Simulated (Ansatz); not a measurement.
Data:

SiGe:
```cif
data_Ge2Si2
_chemical_formula_sum 'Si2 Ge2'
_space_group_name_H-M_alt 'Pmma'
_space_group_IT_number 51
_space_group_name_Hall '-P 2a 2a'
_cell_length_a 3.91984
_cell_length_b 3.92570
_cell_length_c 5.53416
_cell_angle_alpha 90.000
_cell_angle_beta 90.000
_cell_angle_gamma 90.000
loop_
_atom_site_label
_atom_site_type_symbol
_atom_site_symmetry_multiplicity
_atom_site_Wyckoff_symbol
_atom_site_fract_x
_atom_site_fract_y
_atom_site_fract_z
_atom_site_occupancy
Si1 Si 2 e 0.25000 0.00000 0.11977 1
Ge1 Ge 2 f 0.25000 0.50000 0.36916 1
```

This is the PBEsol-relaxed structure.

**Question.** All from plane-wave PAW PBEsol (Ansatz code), unless another level is named. Predict the Debye temperature from the elastic constants.

**Answer.** 449 K.

**Question.** Next, the highest zone-centre frequency (without LO–TO term)?

**Answer.** 480 cm⁻¹.

The start of the workflow was typed in or built on a structure type; neither database checked (COD, Materials Project) lists it. Its standing as an ambient phase is unchecked. The PBEsol relaxation kept the symmetry of its start; of distortions, only those at the zone centre were tested.

Potentials: the later of the program's two PAW sets.
